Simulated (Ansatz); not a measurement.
Be2Si, 1T M2X-type layer, relaxed and computed with two functionals in Ansatz (plane waves, PAW).

```json
[
 {"functional": "PBE", "a (Å)": "2.409", "thickness (Å)": "4.03"},
 {"functional": "r²SCAN+D4", "a (Å)": "[?]", "thickness (Å)": "[?]"}
]
```

Complete the blanks.


- r²SCAN+D4, a (Å): 2.393
- r²SCAN+D4, thickness (Å): 4.00

All cells were relaxed under the symmetry of their starts (and spin orders); stability against distortions was not tested throughout. Constructed layers (a layer type filled with these elements): Be2Si, 1T M2X-type layer; Be2Si, 1T M2X-type layer.

Potentials: the later of the program's two PAW sets.

Ansatz (a quantum-chemistry and plane-wave program) is a plane-wave DFT program.
